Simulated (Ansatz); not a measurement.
Values for one crystal, relaxed and computed with the program Ansatz at the LDA level (PAW); other levels are named.

- Volume per atom = 16.88 Å³
- Band gap = 3.44 eV (direct)
- Valence-band maximum = at Γ
- Formation energy from the elements (no fitted shifts) = -1.73 eV/atom
- Hole effective mass, band 2 of 2 at the edge = 2.7 along x, 6.7 along z (mₑ)
- Elastic constants (relaxed ions, GPa) = C11 = 42.4, C12 = 28.0, C13 = 22.4, C33 = 40.2, C44 = 13.9, C66 = 17.7, C16 = -3.9
- Hole effective mass, band 1 of 2 at the edge = 4.1 along x, 6.7 along z (mₑ)

Which of these materials gives this?
(A) RbTcO4, I4_1/a (Rb on 4a, Tc on 4b, O on 16f)
(B) BaTiO3, cubic perovskite
(C) Rb2NbCuSe4, Fddd (Rb on 16g, Nb on 8a, Cu on 8b, Se on 32h)
(D) SrTiO3, cubic perovskite

A, RbTcO4, I4_1/a (Rb on 4a, Tc on 4b, O on 16f)

The first step of the workflow began from a Materials Project structure, measured or hypothetical; the Crystallography Open Database copy checked does not list it. Its standing as an ambient phase is unchecked. Symmetry was held in the LDA relaxation; whether a distortion lowers the energy is not shown. The run is not spin-polarised. The references are the lowest solids computed at this level, not always the standard phases (solids in place of the gases). Scalar-relativistic: spin–orbit coupling is off unless named, which matters more the heavier the elements.

Potentials: the later of the program's two PAW sets.
